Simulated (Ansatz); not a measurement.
GeS₂:
```cif
data_GeS2
_chemical_formula_sum 'Ge1 S2'
_space_group_name_H-M_alt 'P 1'
_space_group_IT_number 1
_cell_length_a 4.39763
_cell_length_b 4.39763
_cell_length_c 4.39763
_cell_angle_alpha 60.000
_cell_angle_beta 60.000
_cell_angle_gamma 60.000
loop_
_space_group_symop_operation_xyz
  'x, y, z'
loop_
_atom_site_label
_atom_site_type_symbol
_atom_site_fract_x
_atom_site_fract_y
_atom_site_fract_z
_atom_site_occupancy
Ge1 Ge 0.00000 0.00000 0.00000 1
S1 S 0.25000 0.25000 0.25000 1
S2 S 0.75000 0.75000 0.75000 1
```

This is the PBE-relaxed structure.

Question: All from plane-wave PAW PBE (Ansatz code), unless another level is named. Estimate the electronic character.

Answer: metallic (no gap).

Question: Give the density of states at the Fermi level.

Answer: 1.1 states/eV per atom (mean over ±0.08 eV).

Question: What about the formation energy from the elements (no fitted shifts)?

Answer: 0.43 eV/atom.

Space group Fm-3m (fluorite). The cell is a constructed one: a structure type filled with these elements; neither database checked (COD, Materials Project) lists it. COD files the formula under space group No. 14, 43, 82, 122, 217, so this cell is another polymorph or a model. Whether it is the stable phase at ambient conditions was not checked. The PBE relaxation kept the symmetry of its start; whether a distortion lowers the energy is not shown. The references are the lowest solids computed at this level, not always the standard phases. Spin–orbit coupling is left out wherever it is not named.

Potentials: the later of the program's two PAW sets.
